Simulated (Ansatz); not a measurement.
Relaxation of a generated cell, CsAu placed in the AFLOW prototype AB_tI16_140_ab_h (B37, as in TlSe); 8 atoms in the cell, which starts as I4/mcm (No. 140), tI16; a = b = 8.962 Å, c = 7.824 Å, α = β = γ = 90.00°. All values below come from r2SCAN (plane waves to 500 eV, PAW, scalar-relativistic; Ansatz, a quantum-chemistry and plane-wave program). Γ-centred k-mesh 6×6×6 on the run's cell (coarser than for final values), Fermi–Dirac smearing 0.05 eV. This is the first round of the run. 

The optimiser's lines from the output (shortened; P is positive under compression):

```
relax step   1: F+E_penalty+E_count = -75398.14408342 eV  Δ(F+E_penalty+E_count) = +0.000e0 eV  max|allowed force component| = 1.168e0 eV/Å  Δτ_max = 0.0000 Å  P = +3.429 GPa  Ω = 314.238 Å³  (8 SCF iters, dr2 threshold 1.00e-7 eV, accepted)
relax step   2: F+E_penalty+E_count = -75399.37891475 eV  Δ(F+E_penalty+E_count) = -1.235e0 eV  max|allowed force component| = 6.799e-1 eV/Å  Δτ_max = 0.1949 Å  P = +1.428 GPa  Ω = 323.761 Å³  (8 SCF iters, dr2 threshold 8.00e-7 eV, accepted)
relax step   3: F+E_penalty+E_count = -75400.02544348 eV  Δ(F+E_penalty+E_count) = -6.465e-1 eV  max|allowed force component| = 3.889e-1 eV/Å  Δτ_max = 0.1974 Å  P = +0.367 GPa  Ω = 326.243 Å³  (8 SCF iters, dr2 threshold 8.00e-7 eV, accepted)
relax step   4: F+E_penalty+E_count = -75400.38177307 eV  Δ(F+E_penalty+E_count) = -3.563e-1 eV  max|allowed force component| = 2.541e-1 eV/Å  Δτ_max = 0.1707 Å  P = +0.412 GPa  Ω = 312.577 Å³  (9 SCF iters, dr2 threshold 8.00e-7 eV, accepted)
relax step   5: F+E_penalty+E_count = -75400.55751226 eV  Δ(F+E_penalty+E_count) = -1.757e-1 eV  max|allowed force component| = 1.074e-1 eV/Å  Δτ_max = 0.1942 Å  P = +0.443 GPa  Ω = 304.804 Å³  (10 SCF iters, dr2 threshold 8.00e-7 eV, accepted)
relax step   6: F+E_penalty+E_count = -75400.60588110 eV  Δ(F+E_penalty+E_count) = -4.837e-2 eV  max|allowed force component| = 6.592e-3 eV/Å  Δτ_max = 0.1328 Å  P = -0.028 GPa  Ω = 313.019 Å³  (10 SCF iters, dr2 threshold 7.21e-7 eV, accepted)
relax step   7: F+E_penalty+E_count = -75400.60617892 eV  Δ(F+E_penalty+E_count) = -2.978e-4 eV  max|allowed force component| = 3.736e-4 eV/Å  Δτ_max = 0.0093 Å  P = -0.001 GPa  Ω = 312.408 Å³  (9 SCF iters, dr2 threshold 2.20e-9 eV, accepted)
relax step   8: F+E_penalty+E_count = -75400.60770991 eV  Δ(F+E_penalty+E_count) = -1.531e-3 eV  max|allowed force component| = 4.122e-4 eV/Å  Δτ_max = 0.0000 Å  P = -0.001 GPa  Ω = 312.408 Å³  stress off target by 1.14e-2 GPa  SCF on the basis re-selected at this cell (its energy is not comparable with the rows above)  (9 SCF iters)
```

From the first to the last row the energy changes by -0.31 eV/atom and the volume by -0.6 %. The last row is marked as not comparable with the walk above it, whose basis was carried along; it does compare with step 1, since both stand on a basis selected at the nominal cutoff for their own cell.

Later rounds, restarted from the end of this one on a renewed k-mesh, logged 2 more steps and released under 1 meV/atom more. The final structure after all rounds: Pm-3m (No. 221), cP2, CsCl type; a = b = c = 4.275 Å, α = β = γ = 90.00°. Between re-selections the logged energies stand on a plane-wave basis carried along with the cell. No spin polarisation in the result.

The run could not lose the symmetry of its start.
